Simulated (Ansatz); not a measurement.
MoSe₂ (fluorite or antifluorite type, Fm-3m), PBE (plane waves, PAW; program Ansatz), all energies at zero smearing, with the estimated change up to a 700 eV cutoff added, with one set of potentials and settings (totals compare only within such a set). Cell of 3 atoms (1 Mo, 2 Se): -15894.132 eV.

```tsv
element	reference phase	E (eV/atom)
Mo	Im-3m, 1 atoms in the cell	-4956.0212
Se	P3_121, 3 atoms in the cell	-5469.0798
```

Formation energy per atom, worked out: (-15894.132 − 1×(-4956.0212) − 2×(-5469.0798))/3 = 0.016 eV/atom (2 kJ per mol of atoms), at 0 K, without zero-point energy or fitted corrections.

A made-up cell: these elements were put on the sites of a structure type; neither database checked (COD, Materials Project) lists it. It is not the phase usual at ambient conditions (space group No. 194). The PBE relaxation kept the symmetry of its start; its stability against distortions is not shown here. No spin polarisation was allowed. The references are the lowest solids computed at this level, not always the standard phases.

Potentials: the later of the program's two PAW sets.
